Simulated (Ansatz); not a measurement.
Relaxed TiAl$_{3}$ (D022 type, space group I4/mmm):

```
TiAl3
1.0
   -1.91209     1.91209     4.28030
    1.91209    -1.91209     4.28030
    1.91209     1.91209    -4.28030
Al Ti
3 1
Direct
  0.50000   0.50000   0.00000
  0.75000   0.25000   0.50000
  0.25000   0.75000   0.50000
  0.00000   0.00000   0.00000
```

In each cell atom 4 (Ti, nearest neighbour Al at 2.704 Å; its periodic images, 3.8 Å or more away, move with it) moves by s·(0.000, 0.000, 1.000) (along Cartesian z), the rest being held.

All values below come from r2SCAN (plane waves to 500 eV, PAW, scalar-relativistic; Ansatz, a quantum-chemistry and plane-wave program). k mesh 14×14×14 (Γ-centred), Fermi-Dirac smearing 0.05 eV. The energy includes the smearing's −TS. With partly filled bands, energies and forces of such displacements shift with the k mesh and the smearing. TiAl3 is run without spin polarisation. TiAl3 was relaxed with its symmetry unable to fall. The zero of ΔE is the undisplaced structure. The last digit holds for this mesh only.

| s (Å) | ΔE (meV/cell) |
|---|---|
| -0.540 | 1279.3 |
| -0.432 | withheld |
| -0.324 | 453.1 |
| -0.216 | 200.2 |
| -0.108 | 49.9 |
| 0.000 | 0.0 |
| 0.108 | 49.9 |
| 0.216 | 200.2 |
| 0.324 | 453.1 |
| 0.432 | withheld |
| 0.540 | 1279.3 |

**Question.** Fit an even polynomial form (powers 2, 4) to the given rows and predict ΔE at s = 0.432.

**Answer.** Least squares on the 9 given rows: ΔE = (4275)·s² + (383.6)·s⁴, in meV/cell with s in Å; root-mean-square residual 0.08 meV/cell. At 0.432 the fit gives 811.2 meV/cell; the calculation gives 811.8 meV/cell, so the interpolation is off by -0.6 (-0.1 %). The quadratic term alone would give 797.8 meV/cell.

(A displaced cell: forces are minus the slopes of the energy, force constants its curvatures, and phonons follow from these.)
